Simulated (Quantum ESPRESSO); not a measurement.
## BSi2ON3 (one run as intended and one with a planted mistake)

Computed values, not a measurement. The program is pw.x of Quantum ESPRESSO 7.5 (plane-wave density functional theory). The cell is made up: 7 atoms on a wurtzite lattice with one site empty, with randomly drawn elements, strain and displacements, not relaxed. PseudoDojo standard norm-conserving files (v0.5 for PBE, v0.4.1 for LDA and PBEsol) set the functional; there is no spin polarisation, spin-orbit coupling or dispersion term, and the masses in the input are unused placeholders.

Intended input:

```
&control calculation='scf', pseudo_dir='./dojo.nc.sr.pbe.v0_5.standard.upf', outdir='./o', disk_io='medium', tprnfor=.true., tstress=.true. /
&system ibrav=0, nat=7, ntyp=4, nbnd=22, ecutwfc=84.00895049, nosym=.true., tot_charge=0,
 occupations='smearing', smearing='fd', degauss=0.0018374661
/
&electrons conv_thr=7.350e-09, electron_maxstep=60, /
ATOMIC_SPECIES
B 1.0 B.upf
N 1.0 N.upf
O 1.0 O.upf
Si 1.0 Si.upf
CELL_PARAMETERS angstrom
2.7653 0.0484 -0.0459
0.0839 4.8781 -0.0178
-0.0749 -0.0168 4.5233
ATOMIC_POSITIONS angstrom
B -0.0018 -0.0077 -0.0132
Si 1.4157 2.4779 -0.0231
Si 0.0666 3.2269 2.3085
O -0.0682 0.0408 1.6326
N 1.4397 2.3925 1.7201
N 1.327 0.7885 3.9737
N -0.0335 3.2452 3.9169
K_POINTS automatic
6 4 4 1 1 1
```

The log is shortened where brackets say so; the opening notice, blank lines, dates and the lines on written files are dropped, and the path of the files is cut. It prints rydbergs, bohrs and kilobars, and counts compression as positive stress. Where no state is partly filled, the Fermi energy that it prints is only some level between the filled and the empty states on the mesh, and need not lie in the true gap.

Log of the intended run:

```
     Program PWSCF v.7.5
     Parallel version (MPI & OpenMP), running on       1 processor cores
     Number of MPI processes:                 1
     Threads/MPI process:                     1
     [start-up lines left out]
     bravais-lattice index     =            0
     lattice parameter (alat)  =       5.2272  a.u.
     unit-cell volume          =     411.5189 (a.u.)^3
     number of atoms/cell      =            7
     number of atomic types    =            4
     number of electrons       =        32.00
     number of Kohn-Sham states=           22
     kinetic-energy cutoff     =      84.0090  Ry
     charge density cutoff     =     336.0358  Ry
     scf convergence threshold =      7.3E-09
     mixing beta               =       0.7000
     number of iterations used =            8  plain     mixing
     Exchange-correlation= PBE
                           (   1   4   3   4   0   0   0)
     [axes and pseudopotential details left out]
   Cartesian axes
     site n.     atom                  positions (alat units)
         1        B      tau(   1) = (  -0.0006507  -0.0027837  -0.0047721  )
         2        Si     tau(   2) = (   0.5118028   0.8958086  -0.0083511  )
         3        Si     tau(   3) = (   0.0240772   1.1665865   0.8345672  )
         4        O      tau(   4) = (  -0.0246556   0.0147500   0.5902163  )
         5        N      tau(   5) = (   0.5204793   0.8649348   0.6218493  )
         6        N      tau(   6) = (   0.4797361   0.2850579   1.4365691  )
         7        N      tau(   7) = (  -0.0121109   1.1732023   1.4160348  )
     number of k points=    48  Fermi-Dirac smearing, width (Ry)=  0.0018
                       cart. coord. in units 2pi/alat
        k(    1) = (   0.0834331   0.0697306   0.0780810), wk =   0.0416667
        k(    2) = (   0.0859625   0.0702451   0.2310056), wk =   0.0416667
     [further k points left out]
     Dense  grid:    42833 G-vectors     FFT dimensions: (  32,  54,  50)
     Estimated max dynamical RAM per process >      49.26 MB
     Initial potential from superposition of free atoms
     starting charge      31.9985, renormalised to      32.0000
     Starting wfcs are   28 randomized atomic wfcs
     total cpu time spent up to now is        4.0 secs
     per-process dynamical memory:    38.9 Mb
     Self-consistent Calculation
     iteration #  1     ecut=    84.01 Ry     beta= 0.70
     Davidson diagonalization with overlap
     ethr =  1.00E-02,  avg # of iterations =  3.3
     total cpu time spent up to now is       14.4 secs
     total energy              =    -117.64241062 Ry
     estimated scf accuracy    <       1.64719076 Ry
     iteration #  2     ecut=    84.01 Ry     beta= 0.70
     Davidson diagonalization with overlap
     ethr =  5.15E-03,  avg # of iterations =  2.5
     total cpu time spent up to now is       23.4 secs
     total energy              =    -117.94416921 Ry
     estimated scf accuracy    <       1.67464758 Ry
     [iterations 3 to 10 left out]
     iteration # 11     ecut=    84.01 Ry     beta= 0.70
     Davidson diagonalization with overlap
     ethr =  3.15E-10,  avg # of iterations =  2.4
     total cpu time spent up to now is       93.1 secs
     total energy              =    -118.31928307 Ry
     estimated scf accuracy    <       0.00000001 Ry
     iteration # 12     ecut=    84.01 Ry     beta= 0.70
     Davidson diagonalization with overlap
     ethr =  3.52E-11,  avg # of iterations =  3.6
     total cpu time spent up to now is      100.8 secs
     End of self-consistent calculation
     [lines on levels left out]
     the Fermi energy is    10.7457 ev
!    total energy              =    -118.31928307 Ry
     estimated scf accuracy    <          5.2E-09 Ry
     smearing contrib. (-TS)   =      -0.00000000 Ry
     internal energy E=F+TS    =    -118.31928307 Ry
     The total energy is F=E-TS. E is the sum of the following terms:
     one-electron contribution =      -2.59096642 Ry
     hartree contribution      =      22.95060524 Ry
     xc contribution           =     -35.93355651 Ry
     ewald contribution        =    -102.74536538 Ry
     convergence has been achieved in  12 iterations
     Forces acting on atoms (cartesian axes, Ry/au):
     atom    1 type  1   force =    -0.01590363    0.15497652    0.08306218
     atom    2 type  4   force =     0.03645841   -0.22651549    0.08381719
     atom    3 type  4   force =    -0.02771169    0.14855484   -0.29787178
     atom    4 type  3   force =     0.02110117   -0.19645692   -0.07109454
     atom    5 type  2   force =     0.01184830    0.08539112   -0.02628849
     atom    6 type  2   force =    -0.00534485   -0.06249537    0.07258569
     atom    7 type  2   force =    -0.02044772    0.09654529    0.15578975
     Total force =     0.545737     Total SCF correction =     0.000096
     Computing stress (Cartesian axis) and pressure
          total   stress  (Ry/bohr**3)                   (kbar)     P=       71.84
   0.00118301  -0.00038015   0.00031181          174.03      -55.92       45.87
  -0.00038015  -0.00152471   0.00037658          -55.92     -224.29       55.40
   0.00031181   0.00037658   0.00180677           45.87       55.40      265.78
     init_run     :      3.79s CPU      3.87s WALL (       1 calls)
     electrons    :     90.21s CPU     96.85s WALL (       1 calls)
     forces       :      1.23s CPU      1.25s WALL (       1 calls)
     stress       :      4.85s CPU      4.89s WALL (       1 calls)
     [timing details left out]
     PWSCF        :   1m40.21s CPU   1m47.08s WALL
     JOB DONE.
```

A second run has one planted mistake: the plane-wave cutoff is too low. The input lines that differ, file-writing options aside:

```
- &system ibrav=0, nat=7, ntyp=4, nbnd=22, ecutwfc=84.00895049, nosym=.true., tot_charge=0,
+ &system ibrav=0, nat=7, ntyp=4, nbnd=22, ecutwfc=58.87241413, nosym=.true., tot_charge=0,
```

Its log:

```
     Program PWSCF v.7.5
     Parallel version (MPI & OpenMP), running on       1 processor cores
     Number of MPI processes:                 1
     Threads/MPI process:                     1
     [start-up lines left out]
     bravais-lattice index     =            0
     lattice parameter (alat)  =       5.2272  a.u.
     unit-cell volume          =     411.5189 (a.u.)^3
     number of atoms/cell      =            7
     number of atomic types    =            4
     number of electrons       =        32.00
     number of Kohn-Sham states=           22
     kinetic-energy cutoff     =      58.8724  Ry
     charge density cutoff     =     235.4897  Ry
     scf convergence threshold =      7.3E-09
     mixing beta               =       0.7000
     number of iterations used =            8  plain     mixing
     Exchange-correlation= PBE
                           (   1   4   3   4   0   0   0)
     [axes and pseudopotential details left out]
   Cartesian axes
     site n.     atom                  positions (alat units)
         1        B      tau(   1) = (  -0.0006507  -0.0027837  -0.0047721  )
         2        Si     tau(   2) = (   0.5118028   0.8958086  -0.0083511  )
         3        Si     tau(   3) = (   0.0240772   1.1665865   0.8345672  )
         4        O      tau(   4) = (  -0.0246556   0.0147500   0.5902163  )
         5        N      tau(   5) = (   0.5204793   0.8649348   0.6218493  )
         6        N      tau(   6) = (   0.4797361   0.2850579   1.4365691  )
         7        N      tau(   7) = (  -0.0121109   1.1732023   1.4160348  )
     number of k points=    48  Fermi-Dirac smearing, width (Ry)=  0.0018
                       cart. coord. in units 2pi/alat
        k(    1) = (   0.0834331   0.0697306   0.0780810), wk =   0.0416667
        k(    2) = (   0.0859625   0.0702451   0.2310056), wk =   0.0416667
     [further k points left out]
     Dense  grid:    25117 G-vectors     FFT dimensions: (  25,  45,  45)
     Estimated max dynamical RAM per process >      30.41 MB
     Check: negative core charge=   -0.000018
     Initial potential from superposition of free atoms
     starting charge      31.9985, renormalised to      32.0000
     Starting wfcs are   28 randomized atomic wfcs
     total cpu time spent up to now is        2.7 secs
     per-process dynamical memory:    26.3 Mb
     Self-consistent Calculation
     iteration #  1     ecut=    58.87 Ry     beta= 0.70
     Davidson diagonalization with overlap
     ethr =  1.00E-02,  avg # of iterations =  3.2
     total cpu time spent up to now is        8.0 secs
     total energy              =    -117.62981499 Ry
     estimated scf accuracy    <       1.61934523 Ry
     iteration #  2     ecut=    58.87 Ry     beta= 0.70
     Davidson diagonalization with overlap
     ethr =  5.06E-03,  avg # of iterations =  2.4
     total cpu time spent up to now is       12.5 secs
     total energy              =    -117.92907889 Ry
     estimated scf accuracy    <       1.61708957 Ry
     [iterations 3 to 10 left out]
     iteration # 11     ecut=    58.87 Ry     beta= 0.70
     Davidson diagonalization with overlap
     ethr =  2.69E-10,  avg # of iterations =  2.4
     total cpu time spent up to now is       60.3 secs
     total energy              =    -118.29131838 Ry
     estimated scf accuracy    <          9.2E-09 Ry
     iteration # 12     ecut=    58.87 Ry     beta= 0.70
     Davidson diagonalization with overlap
     ethr =  2.86E-11,  avg # of iterations =  3.6
     total cpu time spent up to now is       65.3 secs
     End of self-consistent calculation
     [lines on levels left out]
     the Fermi energy is    10.7515 ev
!    total energy              =    -118.29131838 Ry
     estimated scf accuracy    <          5.0E-09 Ry
     smearing contrib. (-TS)   =      -0.00000000 Ry
     internal energy E=F+TS    =    -118.29131838 Ry
     The total energy is F=E-TS. E is the sum of the following terms:
     one-electron contribution =      -2.54647481 Ry
     hartree contribution      =      22.92091141 Ry
     xc contribution           =     -35.92038959 Ry
     ewald contribution        =    -102.74536539 Ry
     convergence has been achieved in  12 iterations
     Forces acting on atoms (cartesian axes, Ry/au):
     atom    1 type  1   force =    -0.01578712    0.15476079    0.08285765
     atom    2 type  4   force =     0.03646461   -0.22653904    0.08391125
     atom    3 type  4   force =    -0.02772946    0.14872046   -0.29811849
     atom    4 type  3   force =     0.02077631   -0.19663605   -0.07003183
     atom    5 type  2   force =     0.01208864    0.08574341   -0.02638267
     atom    6 type  2   force =    -0.00515442   -0.06200185    0.07205541
     atom    7 type  2   force =    -0.02065856    0.09595228    0.15570867
     Total force =     0.545578     Total SCF correction =     0.000092
     Computing stress (Cartesian axis) and pressure
          total   stress  (Ry/bohr**3)                   (kbar)     P=        1.50
   0.00069282  -0.00037747   0.00030632          101.92      -55.53       45.06
  -0.00037747  -0.00199494   0.00037492          -55.53     -293.47       55.15
   0.00030632   0.00037492   0.00133262           45.06       55.15      196.04
     init_run     :      2.56s CPU      2.61s WALL (       1 calls)
     electrons    :     56.47s CPU     62.60s WALL (       1 calls)
     forces       :      0.75s CPU      0.76s WALL (       1 calls)
     stress       :      2.92s CPU      2.94s WALL (       1 calls)
     [timing details left out]
     PWSCF        :   1m 2.84s CPU   1m 9.11s WALL
     JOB DONE.
```

|  | intended run | run with the mistake |
| --- | --- | --- |
| free energy (eV) | -1609.816 | -1609.435 |
| smearing term -TS (eV) | 0.0000 | 0.0000 |
| pressure (GPa) | 7.18 | 0.15 |
| largest force component (eV/Å) | 7.659 | 7.665 |
| largest change of a force component (eV/Å) |  | 0.027 |
| iterations | 12 | 12 |

For scale, a rerun of the intended cell at 1437 eV and a 8 x 6 x 6 mesh moved values by no more than 0.002 eV in energy, 0.03 GPa in stress and 0.004 eV/Å in force.